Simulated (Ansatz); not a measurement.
Geometry optimisation in Ansatz: input, command and trajectory.

```yaml
crystal:
  lattice:
    - [7.155228, 0.113509, 0.033364]
    - [0.113509, 6.685703, 0.0314]
    - [0.033364, 0.0314, 6.99446]
  atoms:
    - { symbol: Li, position: [0.748939177, 0.1979460421, 0.6830676571] }
    - { symbol: Li, position: [0.5243099796, 0.4438200773, 0.2161190156] }
    - { symbol: Li, position: [0.865055128, 0.4256987641, 0.3590365485] }
    - { symbol: Li, position: [0.2200720616, 0.2266951487, 0.3128773851] }
    - { symbol: Li, position: [0.815911396, 0.5304673975, 0.9274179585] }
    - { symbol: Li, position: [0.9594193857, 0.1498241501, 0.9991037833] }
    - { symbol: Li, position: [0.600976497, 0.715880437, 0.6073701327] }
    - { symbol: Li, position: [0.397444892, 0.4345977362, 0.5906809674] }
    - { symbol: "Y", position: [0.1628722543, 0.7896696917, 0.2038904617] }
    - { symbol: "Y", position: [0.0493940366, 0.7724081082, 0.6640296344] }
    - { symbol: "Y", position: [0.3916733245, 0.1001888899, 0.8681776516] }
    - { symbol: "Y", position: [0.6753856648, 0.9598279527, 0.3012332605] }
    - { symbol: Cu, position: [0.0758664612, 0.2893350096, 0.6381066149] }
    - { symbol: Cu, position: [0.73406676, 0.8719917038, 0.9094735591] }
    - { symbol: Cu, position: [0.4585279068, 0.6799719497, 0.9471965365] }
    - { symbol: Cu, position: [0.1818068499, 0.455769442, 0.9468369375] }
  symmetry: { detect: false }
basis:
  ecutwfc: 420
kpoints:
  mp_grid: { grid: [2, 2, 2], shift: [0.5, 0.5, 0.5] }
hamiltonian:
  xc: pbe
scf:
  occupations: { method: gaussian, width: 0.1 }
  lower_state_search: "off"
output:
  forces: true
  stress: true
  eigenvalues: true
relax:
  adjacent_minimum: "off"
  f_tol: 0.04
  max_steps: 70
  cell: { stress_tol: 0.3 }
```

```bash
ansatz run input.yaml --threads 2 --pin off --max-ram 5120MiB --backend cpu --events-out ev --progress --plain --runs-dir out
```

Method: DFT PBE, scalar-relativistic, plane waves, PAW (Ansatz 0.2.0).

Of 28 frames 10 are shown, positions in Å and forces in eV/Å; the SCF threshold varies from step to step. Steps run on the plane waves of an earlier cell, with a Pulay correction in the pressure. The basis is chosen afresh for the last frame, the zero of the energies, and can be on the way; energy and pressure step there, also at an unchanged geometry.

```xyz
16
Lattice="7.1552 0.1135 0.0334 0.1135 6.6857 0.0314 0.0334 0.0314 6.9945" Properties=species:S:1:pos:R:3:forces:R:3 pbc="T T T" step=1 free_energy_over_end_meV_per_atom=106.64 pressure_GPa=-0.52
Li    5.4041    1.4299    4.8089    0.1890   -0.0160   -0.0910
Li    3.8091    3.0335    1.5431   -0.1180    0.0430   -0.1500
Li    6.2500    2.9556    2.5535    0.1920    0.1790   -0.0520
Li    1.6108    1.5504    2.2029   -0.0930    0.0860    0.0380
Li    5.9292    3.6683    6.5307   -0.1800   -0.5670    0.3230
Li    6.9152    1.1420    7.0249   -0.0020    0.2950   -0.0750
Li    4.4016    4.8735    4.2908   -0.0910   -0.2450    0.3920
Li    2.9128    2.9693    4.1584   -0.1870    0.2570   -0.0290
Y     1.2618    5.3044    1.4563    0.1560   -0.6210   -0.5600
Y     0.4633    5.1905    4.6704    0.3980    0.2220    0.5830
Y     2.8428    0.7416    6.0886   -0.1030   -0.3500    0.1000
Y     4.9515    6.5032    2.1596   -0.2860    0.0350   -0.6620
Cu    0.5970    1.9631    4.4748    0.1560   -0.0150    0.3950
Cu    5.3817    5.9418    6.4131    0.3100    0.4930    0.0200
Cu    3.3897    4.6279    6.6618   -0.4340    0.0110   -0.1440
Cu    1.3842    3.0975    6.6430    0.0930    0.1920   -0.0870
16
Lattice="7.0471 0.2330 -0.1767 0.2232 6.6324 0.0683 -0.1734 0.0730 7.1680" Properties=species:S:1:pos:R:3:forces:R:3 pbc="T T T" step=4 free_energy_over_end_meV_per_atom=61.17 pressure_GPa=0.17
Li    5.1826    1.4175    4.4402    0.0110    0.0220   -0.0540
Li    3.6078    2.9591    1.4220    0.0120   -0.0320    0.0310
Li    6.2575    3.1264    2.4858   -0.0160    0.0060   -0.0060
Li    1.5441    1.3320    2.5229    0.0000   -0.0150   -0.0050
Li    5.5645    3.6390    6.6541   -0.0280   -0.0190   -0.0150
Li    6.6925    1.4550    7.0578   -0.0050    0.0020    0.0380
Li    4.4187    4.8928    4.4681   -0.0170   -0.0360    0.0180
Li    2.5692    3.2729    4.1123    0.0050    0.0080    0.0090
Y     1.1859    5.1482    1.3121   -0.0410   -0.0070   -0.0270
Y     0.5398    5.4167    4.8837   -0.0130   -0.0100    0.0050
Y     2.7291    0.8950    6.1303    0.0560    0.0690    0.0440
Y     4.7631    6.2846    1.8907   -0.0060   -0.0170   -0.0700
Cu    0.4541    1.9582    4.7956    0.0150    0.0320    0.0530
Cu    5.4433    6.1089    6.4612    0.0520    0.0450   -0.0040
Cu    3.1962    4.8226    6.7228   -0.0630   -0.0420    0.0010
Cu    1.2850    3.1974    6.7323    0.0370   -0.0060   -0.0180
16
Lattice="6.7864 0.1873 -0.3818 0.1732 6.7470 0.1727 -0.3784 0.1847 7.4492" Properties=species:S:1:pos:R:3:forces:R:3 pbc="T T T" step=7 free_energy_over_end_meV_per_atom=51.76 pressure_GPa=0.06
Li    4.6949    1.4124    4.1833   -0.0380    0.0210   -0.0020
Li    3.3818    2.8904    1.4628   -0.0200    0.0010    0.0290
Li    6.0702    3.1264    2.4608    0.0360   -0.0280   -0.0080
Li    1.5225    1.0880    2.9031    0.0310   -0.0270    0.0150
Li    5.0731    3.7630    6.6186    0.0020    0.0130   -0.0290
Li    6.2698    1.6482    7.3373    0.0030    0.0240    0.0290
Li    3.8259    5.3225    4.6499   -0.0610    0.0540   -0.0500
Li    2.2209    3.3682    4.1686    0.0000    0.0010    0.0050
Y     1.0906    5.2364    1.3122    0.0230    0.0020   -0.0080
Y     0.3656    5.6405    5.1307   -0.0550    0.0010   -0.0180
Y     2.5371    1.1283    6.4445    0.0060   -0.0210    0.0430
Y     4.5890    6.1525    1.8200    0.0150   -0.0460    0.0700
Cu    0.2032    2.0020    5.1489   -0.0040   -0.0400   -0.0050
Cu    5.1398    6.3447    6.6355   -0.0170    0.0390   -0.0180
Cu    2.8551    5.0747    6.9717    0.0680   -0.0150   -0.0120
Cu    1.0564    3.4276    6.9331    0.0090    0.0200   -0.0400
16
Lattice="6.6774 -0.0390 -0.5301 -0.0408 6.7427 0.2111 -0.5257 0.2260 7.4849" Properties=species:S:1:pos:R:3:forces:R:3 pbc="T T T" step=10 free_energy_over_end_meV_per_atom=42.27 pressure_GPa=0.09
Li    4.2608    1.3914    4.0045   -0.0230    0.0240   -0.0260
Li    3.1269    2.8062    1.5231    0.0390    0.0000   -0.0050
Li    5.9756    2.7941    2.3879   -0.0360   -0.0150    0.0240
Li    1.4569    0.9017    2.9734   -0.0050   -0.0030    0.0000
Li    4.7555    3.6222    6.3347   -0.0150   -0.0180    0.0300
Li    6.0745    1.6145    7.4351    0.0070    0.0250    0.0280
Li    3.2619    5.4618    4.5435   -0.0030    0.0090    0.0050
Li    1.8687    3.2638    4.2930    0.0200    0.0110   -0.0510
Y     0.9654    5.1670    1.2202    0.0050    0.0270   -0.0220
Y    -0.0271    5.5998    5.0897    0.0180   -0.0230   -0.0430
Y     2.3552    1.0782    6.5629   -0.0010   -0.0110   -0.0120
Y     4.4706    5.9276    1.7599   -0.0030    0.0000   -0.0160
Cu   -0.0903    1.7156    5.3359   -0.0620   -0.0690    0.0990
Cu    4.8209    6.4300    6.4943    0.0470   -0.0140   -0.0860
Cu    2.6731    5.0196    6.9351    0.0190    0.0170    0.0690
Cu    0.8706    3.4384    6.7933   -0.0060    0.0390    0.0070
16
Lattice="6.6320 -0.1179 -0.4619 -0.1137 6.6584 0.2239 -0.4603 0.2370 7.6047" Properties=species:S:1:pos:R:3:forces:R:3 pbc="T T T" step=13 free_energy_over_end_meV_per_atom=36.40 pressure_GPa=-0.02
Li    4.1831    1.3482    4.0900   -0.0050    0.0010    0.0060
Li    3.1483    2.7340    1.5235   -0.0080    0.0050    0.0050
Li    5.8919    2.6743    2.6346    0.0110    0.0060    0.0240
Li    1.4662    0.8245    3.0013    0.0100   -0.0100   -0.0250
Li    4.7358    3.4593    6.4899    0.0130    0.0070    0.0140
Li    6.1545    1.6242    7.7679    0.0070    0.0000    0.0240
Li    3.2261    5.3338    4.7281    0.0030   -0.0190    0.0030
Li    1.8453    3.1708    4.2746    0.0140   -0.0220   -0.0070
Y     0.8681    5.0603    1.1849   -0.0630   -0.0090   -0.0270
Y    -0.0801    5.5074    5.0975   -0.0050   -0.0290    0.0490
Y     2.3733    1.0327    6.6552   -0.0420    0.0160   -0.0230
Y     4.3651    5.8738    1.8461   -0.0130   -0.0170    0.0210
Cu   -0.1964    1.6208    5.6349   -0.0020   -0.0020    0.0130
Cu    4.8562    6.3888    6.6340   -0.0120    0.0480    0.0080
Cu    2.7650    4.9503    7.1702    0.0380   -0.0130   -0.0060
Cu    0.9383    3.4421    6.8122    0.0530    0.0380   -0.0790
16
Lattice="6.4961 -0.0956 -0.2609 -0.0915 6.4602 0.3368 -0.2678 0.3494 7.9409" Properties=species:S:1:pos:R:3:forces:R:3 pbc="T T T" step=16 free_energy_over_end_meV_per_atom=29.05 pressure_GPa=0.01
Li    4.1646    1.3254    4.5288   -0.0410    0.0010    0.0150
Li    3.2286    2.6223    1.6486    0.0470   -0.0200    0.0130
Li    5.8373    2.6839    3.1981   -0.0330    0.0280   -0.0360
Li    1.5641    0.6911    2.9986   -0.0940   -0.0060    0.0120
Li    4.8058    3.3236    6.9250   -0.0840   -0.0700    0.0080
Li    6.3283    1.8202    8.4609   -0.0440   -0.0160   -0.0040
Li    3.2088    5.1211    5.3941   -0.0030   -0.0160   -0.0260
Li    1.9306    3.0795    4.2910    0.0300    0.0480    0.0230
Y     0.7056    4.7919    1.1535    0.0010   -0.0790    0.0350
Y    -0.0477    5.5137    5.4016   -0.0600   -0.0450   -0.0380
Y     2.3567    1.0680    7.0450    0.0480    0.0360    0.0040
Y     4.1815    5.7852    2.2908    0.0900   -0.0290    0.0220
Cu   -0.0881    1.8416    5.9914    0.0710    0.0860   -0.1180
Cu    4.9675    6.5339    7.3171    0.0080   -0.0100   -0.0240
Cu    3.1369    4.9261    7.8989   -0.0290   -0.0160   -0.0100
Cu    1.3296    3.6430    6.9097    0.0930    0.1070    0.1240
16
Lattice="6.1044 -0.0191 -0.3236 -0.0281 6.5647 0.3339 -0.3311 0.3478 8.0660" Properties=species:S:1:pos:R:3:forces:R:3 pbc="T T T" step=19 free_energy_over_end_meV_per_atom=20.55 pressure_GPa=0.21
Li    3.8245    1.3688    4.6537    0.0030   -0.0110   -0.0180
Li    3.0239    2.6929    1.4947    0.0070   -0.0210   -0.0160
Li    5.2412    2.9420    3.0841    0.0000    0.0060    0.0070
Li    1.1432    0.7687    3.1988   -0.0070    0.0200    0.0370
Li    4.2120    3.0812    6.8715    0.0650    0.0510   -0.0200
Li    5.8557    1.9957    8.5717    0.0160    0.0000    0.0220
Li    3.0087    5.2206    5.5342    0.0620   -0.0400    0.0390
Li    1.9472    3.2566    4.1995   -0.0060   -0.0180   -0.0450
Y     0.5376    4.8111    1.1206    0.0860   -0.0430    0.0910
Y    -0.0717    5.3488    5.5695   -0.1010    0.0070   -0.0460
Y     1.9888    0.8402    7.1521    0.0750    0.1670    0.0780
Y     3.8916    6.0160    2.4765   -0.1050   -0.0130   -0.0750
Cu    0.0026    2.1511    5.7852    0.0500    0.0010    0.0630
Cu    4.8558    6.9370    7.2669    0.0120   -0.0240   -0.1020
Cu    3.3825    5.0720    8.0927   -0.0310   -0.0340    0.0870
Cu    1.5527    3.6922    7.1380   -0.1250   -0.0460   -0.1030
16
Lattice="5.7496 -0.0452 -0.0689 -0.0628 6.9702 0.2016 -0.0811 0.2073 7.9547" Properties=species:S:1:pos:R:3:forces:R:3 pbc="T T T" step=22 free_energy_over_end_meV_per_atom=5.93 pressure_GPa=0.38
Li    3.6777    1.1357    4.7936   -0.0610    0.0580    0.0080
Li    2.9446    2.9082    1.5471   -0.0350    0.0810    0.0140
Li    4.9046    3.2322    3.4975    0.0890    0.0270    0.0230
Li    0.9322    1.1383    2.9662   -0.0040   -0.0500   -0.0050
Li    4.4164    3.2609    6.6195    0.0050   -0.0580    0.0360
Li    5.3284    1.8769    8.7193   -0.0250    0.0300   -0.0470
Li    3.2218    5.3601    5.7214    0.0690   -0.0510   -0.0260
Li    2.0793    3.2908    4.1995   -0.0610    0.0180    0.0210
Y     0.4409    4.9769    0.9840   -0.0710   -0.0760    0.0860
Y     0.3917    5.8496    5.1894    0.0520   -0.1440   -0.1740
Y     2.1377    0.8771    7.4695    0.0590   -0.0730    0.0700
Y     3.4572    6.2751    2.5907    0.0580    0.0150    0.1230
Cu    0.3800    1.7520    5.5618   -0.1060    0.0770   -0.1290
Cu    4.8040    7.0500    7.1946   -0.0660    0.0150    0.1140
Cu    3.1988    5.2150    8.1121   -0.0270    0.0340   -0.1600
Cu    1.5561    3.6241    6.8495    0.1240    0.0980    0.0440
16
Lattice="5.6633 -0.1223 -0.0672 -0.1381 7.0963 0.1803 -0.0799 0.1852 7.9736" Properties=species:S:1:pos:R:3:forces:R:3 pbc="T T T" step=25 free_energy_over_end_meV_per_atom=2.21 pressure_GPa=0.00
Li    3.5089    1.0910    4.8466    0.0010    0.0030   -0.0050
Li    2.8359    3.0608    1.5327   -0.0020   -0.0060   -0.0020
Li    4.8512    3.1991    3.5325    0.0040   -0.0050   -0.0010
Li    0.9081    1.0928    2.9275   -0.0010    0.0070    0.0050
Li    4.3468    3.1864    6.6257    0.0000   -0.0040    0.0030
Li    5.1588    1.8422    8.7511   -0.0030    0.0020   -0.0020
Li    3.2327    5.3036    5.6924    0.0010   -0.0020    0.0010
Li    2.0001    3.2992    4.1967   -0.0030   -0.0030   -0.0030
Y     0.3258    5.0339    0.9656   -0.0010    0.0170    0.0000
Y     0.4215    5.9288    5.1722   -0.0060    0.0030   -0.0080
Y     2.0679    0.8586    7.5525   -0.0010   -0.0100    0.0060
Y     3.3625    6.3353    2.6142    0.0060    0.0020   -0.0090
Cu    0.3627    1.7212    5.5183    0.0090   -0.0010    0.0010
Cu    4.6625    7.0970    7.1974    0.0000   -0.0050    0.0050
Cu    3.0286    5.3256    8.0616    0.0010    0.0020    0.0020
Cu    1.5255    3.6307    6.8640   -0.0060    0.0020    0.0040
16
Lattice="5.6295 -0.1251 -0.0778 -0.1416 7.1004 0.2196 -0.0916 0.2260 8.0744" Properties=species:S:1:pos:R:3:forces:R:3 pbc="T T T" step=28 free_energy_over_end_meV_per_atom=0.00 pressure_GPa=0.02
Li    3.4801    1.1081    4.8853   -0.0040   -0.0120    0.0020
Li    2.8068    3.0390    1.5687    0.0050    0.0090   -0.0130
Li    4.8234    3.2295    3.5792    0.0100   -0.0010    0.0070
Li    0.8987    1.1381    2.9864   -0.0020   -0.0210   -0.0140
Li    4.3104    3.1997    6.7108    0.0060    0.0060    0.0020
Li    5.1169    1.8664    8.8630    0.0040   -0.0080   -0.0010
Li    3.1982    5.3427    5.8109   -0.0030    0.0040    0.0210
Li    1.9929    3.3512    4.2834   -0.0030   -0.0010   -0.0090
Y     0.3086    5.0339    0.9834    0.0050   -0.0120   -0.0090
Y     0.3976    5.9704    5.2723    0.0030   -0.0020   -0.0060
Y     2.0482    0.8889    7.6381    0.0030    0.0320    0.0100
Y     3.3223    6.3353    2.6653   -0.0120    0.0020    0.0210
Cu    0.3640    1.7596    5.5887    0.0050   -0.0050    0.0030
Cu    4.6253    7.1399    7.3030   -0.0010    0.0060   -0.0020
Cu    2.9944    5.3616    8.1955   -0.0090   -0.0110   -0.0030
Cu    1.4983    3.6675    6.9745   -0.0050    0.0140   -0.0080
```

The run took 5.5 min on 2 threads of Arm Neoverse V1, with other jobs on the host, peak memory 0.68 GiB.

The k mesh is coarse.